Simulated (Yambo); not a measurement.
LiNbF6 (space group R-3, No. 148): one transition space (4×4×4 mesh, 18 valence and 7 conduction bands, Tamm-Dancoff) with different kernels in Yambo, on LDA orbitals; field along x. BSE alone uses the static screening with 66 bands and a 3 Ry block; its scissor and those of RPA and TDDFT come from G0W0, that of the TDHF-type run from bare exchange. Axes are Cartesian, with cell vectors (Å) (2.56, 1.48, 4.56), (-2.56, 1.48, 4.56), (0.00, -2.95, 4.56).

```tsv
kernel	scissor (eV)	direct gap with it (eV)	lowest state (eV)	rough cost
BSE (screened electron-hole attraction)	4.22	9.57	5.97 (dark)	1 (with the screening)
TDHF-type (unscreened attraction, exchange-only scissor)	13.90	19.25	12.14 (dark)	within a factor of two
RPA (no attraction)	4.22	9.57	9.57 (dark)	within a factor of two
```

Costs are rough.

RPA leaves the lowest state at the direct gap: no bound exciton. These are vertical excitations (zero momentum). Spin singlets only. Strong means a line over 3 % of the spectrum's maximum, dark under 0.03 %. Absolute energies carry the error of the G0W0 scissor, whose convergence isn't established; the long-wavelength screening was taken along (1,1,1) although the crystal is anisotropic. Convergence of the binding with the mesh was not shown.

Spin-orbit coupling is not included.

Geometry of the Materials Project entry, not relaxed at this level; primitive cell a = 5.430 Å, b = 5.430 Å, c = 5.430 Å, α = 56.19°, β = 56.19°, γ = 56.19°.

The structure is a Materials Project entry; no match was found in the copy of COD used, and its stability was not checked.
